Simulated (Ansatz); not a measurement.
Phonons of Pd (fcc, Cu type) at L = (0.5, 0.0, 0.0), X = (0.5, 0.5, 0.0).

Pd (fcc, Cu type)

```xyz
1
Lattice="0.0000 1.9542 1.9542 1.9542 0.0000 1.9542 1.9542 1.9542 0.0000" Properties=species:S:1:pos:R:3 pbc="T T T"
Pd     0.0000     0.0000     0.0000
```

Calculation: r2SCAN (plane waves to 500 eV, PAW, scalar-relativistic; Ansatz, a quantum-chemistry and plane-wave program). DFPT wavenumbers on a 20×20×20 k mesh, in cm⁻¹ and rounded to 5; i marks imaginary ones, q is in fractions of the reciprocal vectors of the cell shown, and the three acoustic modes at Γ are left out. Pd is run without spin polarisation. Pd was relaxed with its symmetry unable to fall.

```
q                    wavenumbers (cm⁻¹)
-------------------  ------------------
L = (0.5, 0.0, 0.0)       110 (×2), 225
X = (0.5, 0.5, 0.0)       150 (×2), 215
```

The structure shows no imaginary mode at these points (lowest 110 cm⁻¹ at L = (0.5, 0.0, 0.0)); other wave vectors were not tested.

Highest mode: 225 cm⁻¹ at L = (0.5, 0.0, 0.0).
